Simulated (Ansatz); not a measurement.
Computed with Ansatz 0.2.0, DFT PBE, scalar-relativistic, plane waves, PAW. Settings: cutoff 420 eV, Γ-centred meshes spaced at most about 0.3 Å⁻¹, and about 0.25 Å⁻¹ or finer for metals (2π included), Gaussian smearing. Collinear spin in cells that started with moments and kept them past the coarse steps, no spin elsewhere.

These are static total energies at zero pressure.

Compare these two cells of Co₄F, each relaxed at this level.

1. (site moments Co 1.9 (×4); F 0.1 μB)

```
Co F
1.0
     3.93548    0.00000    0.00000
     0.00000    3.93548    0.00000
     0.00000    0.00000    3.93548
Co F
4 1
Direct
  0.50000 0.00000 0.00000
  0.00000 0.50000 0.00000
  0.00000 0.00000 0.50000
  0.50000 0.50000 0.50000
  0.00000 0.00000 0.00000
```

2. (site moments Co 2.0 (×4); F 0.1 μB)

```
Co F
1.0
    -2.53132    2.53132    2.53132
     2.53132   -2.53132    2.53132
     2.53132    2.53132   -2.53132
Co F
4 1
Direct
  0.00000 0.00000 0.50000
  0.50000 0.00000 0.00000
  0.50000 0.50000 0.50000
  0.00000 0.50000 0.00000
  0.00000 0.00000 0.00000
```

Problem. Which form is favoured at zero pressure, and by what margin per atom?

Solution. Cell 1 is lower, by 200 meV/atom. Cell 1 has space group Pm-3m (No. 221), 12.2 Å³/atom and no gap on its mesh; cell 2 has space group Im-3m (No. 229), 13.0 Å³/atom and no gap. Counting Co atoms around F (those within 1.25 times the shortest such distance or 1.15 times the sum of covalent radii; the shortest distance is added where it is long for a bond), cell 1 has F 6 and cell 2 has F 8 from 2.2 Å. The denser one is the lower, and pressure would at first widen the difference. Even the lower one lies +0.55 eV/atom against the reference forms of the elements (uncorrected), so neither is stable at this level. In cell 1, around Co on a site of symmetry 4/mmm lie 2 F at 1.97 Å and 12 Co at 2.78 Å; Co on a site of symmetry m-3m is surrounded by 12 Co at 2.78 Å; F has 6 Co at 1.97 Å. In cell 2, around Co lie 2 F at 2.19 Å and 6 Co at 2.53 Å; around F lie 8 Co at 2.19 Å. Both come from invented guesses.

No Hubbard U is applied to the 3d shell of Co. Another magnetic order may lie lower. Cells relaxed within their symmetry can be saddle points.
